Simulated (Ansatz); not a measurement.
The relaxed structure here is a generated cell of Sn: the first start was made by placing the elements on the sites of a structure type, and the end was not matched to a known phase here, so it may be hypothetical. Known forms of Sn include space group No. 141, 227.

One starting cell of Sn (a generated cell, Sn built in the simple-cubic structure type) was relaxed twice with Ansatz (plane waves, PAW, scalar-relativistic): with r2SCAN at 500 eV and with PBE at 420 eV. The r2SCAN result:

```
CELL_PARAMETERS angstrom
      3.05503     0.00000     0.00000
      0.00000     3.05503     0.00000
      0.00000     0.00000     3.05503
ATOMIC_POSITIONS crystal
  Sn 0.00000 0.00000 0.00000
```

| quantity | r2SCAN | PBE |
|---|---|---|
| space group | Pm-3m | Pm-3m |
| volume (Å³/atom) | 28.51 | 29.44 |
| a (Å) | 3.055 | 3.088 |
| gap (eV, no spin-orbit coupling) | 0.00 | 0.00 |

Both levels end in the same structure; PBE's volume is 3.2 % larger. Neither column is exact.

No spin polarisation in the result.

The run could not lower the symmetry of its start; a shaken copy of this end point relaxes with r2SCAN to P6/mmm (No. 191), 0.01 eV/atom lower.

Ansatz is an electronic-structure program.
